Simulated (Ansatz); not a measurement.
BeS:
```
CELL_PARAMETERS angstrom
      3.43737     0.00000     0.00000
      0.00000     3.43737     0.00000
      0.00000     0.00000     5.18833
ATOMIC_POSITIONS crystal
  Be 0.50000 0.50000 0.50000
  Be 0.00000 0.00000 0.50000
  S  0.50000 0.00000 0.73529
  S  0.00000 0.50000 0.26471
```

Relaxed with PBE+D3(BJ). Special points in fractions of this cell's reciprocal vectors: Γ (0.000, 0.000, 0.000); X (0.000, 0.500, 0.000); M (0.500, 0.500, 0.000); Z (0.000, 0.000, 0.500); R (0.000, 0.500, 0.500); A (0.500, 0.500, 0.500).

Question: List the band energies nearest the valence-band maximum at these points for the program Ansatz at the PBE+D3(BJ) level (PAW).

Answer: In eV from the valence-band maximum; about four levels below and three above (degenerate sets whole), none deeper than 8.9 eV; points with the same levels are listed once.

```tsv
k	below	above
Γ	-3.11 -3.11 -0.04 -0.04 -0.01	3.17 4.68 5.34
X	-2.10 -2.10 -1.32 -1.32	5.48 5.48 7.07 7.07
M	-2.82 -2.82 -2.54 -2.54	3.78 3.78 5.48 5.48
Z	-2.78 -1.95 -0.39 -0.39	3.78 4.91 5.06
R	-1.29 -1.29 -0.94 -0.94	5.48 5.48 6.24 6.24
A	-3.36 -3.36 -2.89 -2.89	5.49 5.49 8.01 8.01
```

Space group P4/nmm. The start of the workflow was typed in or built on a structure type; neither database checked (COD, Materials Project) lists it. COD files the formula under space group No. 216, so this cell is another polymorph or a model. Whether it is the stable phase at ambient conditions was not checked. The PBE+D3(BJ) relaxation kept the symmetry of its start; whether a distortion lowers the energy is not shown. The volume moved by 23 % from the start of the relaxation.

Potentials: the earlier of the program's two PAW sets.
